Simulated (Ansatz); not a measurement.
One crystal and one scan (frozen-phonon scan) at two levels, PBE (plane waves to 420 eV, PAW, scalar-relativistic; Ansatz, a program for electronic structure) and r2SCAN (plane waves to 500 eV, PAW, scalar-relativistic; Ansatz), each from its own relaxed cell and on its own mesh. The cell shown is that of PBE.

Relaxed CaO (rock salt):

```
CaO
1.0
    0.00000     2.41535     2.41535
    2.41535     0.00000     2.41535
    2.41535     2.41535     0.00000
O Ca
1 1
Cartesian
  0.00000   0.00000   0.00000
  2.41535   2.41535   2.41535
```

The atoms are displaced by Q × the pattern below (from a DFPT mode at Γ, largest move 1; Q in Å), at fixed cell. It is one choice among 3 degenerate patterns.

```tsv
atom	x	y	z
O1	0.000	0.000	1.000
Ca2	0.000	0.000	-0.399
```

CaO was relaxed with its symmetry unable to fall. Percentages come from the unrounded values. Both scans cover Q from -0.100 to 0.100 Å.

```json
[
 {"quantity": "Lattice constant a (Å)", "PBE": "4.831", "r2SCAN": "4.795", "PBE − r2SCAN": "+0.036 (+0.7 %)"},
 {"quantity": "Band gap of the relaxed cell, no spin-orbit coupling (eV)", "PBE": "3.66", "r2SCAN": "4.20", "PBE − r2SCAN": "-0.54 (-13 %)"},
 {"quantity": "Energy at Q = 0.100 Å (meV/cell)", "PBE": "28.7", "r2SCAN": "35.2", "PBE − r2SCAN": "-6.5 (-18 %)"},
 {"quantity": "Harmonic wavenumber from the curvature (finite differences) (cm⁻¹ (negative: imaginary))", "PBE": "255", "r2SCAN": "284", "PBE − r2SCAN": "-29 (-10 %)"}
]
```

PBE gives the higher value for: lattice constant a. PBE gives the lower value for: band gap of the relaxed cell, no spin-orbit coupling; energy at Q = 0.100 Å; harmonic wavenumber from the curvature. Both give the same space group of the distorted cell: I4mm (No. 107), lowered from Fm-3m. Neither level is exact: the differences show how much the result hangs on the functional.

ΔE (meV/cell), each from the undisplaced structure of its own level:

```csv
Q (Å),PBE,r2SCAN
-0.100,28.7,35.2
-0.083,19.6,24.0
-0.067,12.3,15.1
-0.050,6.8,8.4
-0.033,3.0,3.7
-0.017,0.7,0.9
0.000,0.0,0.0
0.017,0.7,0.9
0.033,3.0,3.7
0.050,6.8,8.4
0.067,12.3,15.1
0.083,19.6,24.0
0.100,28.7,35.2
```

(A displaced cell: forces are minus the slopes of the energy, force constants its curvatures, and phonons follow from these.)
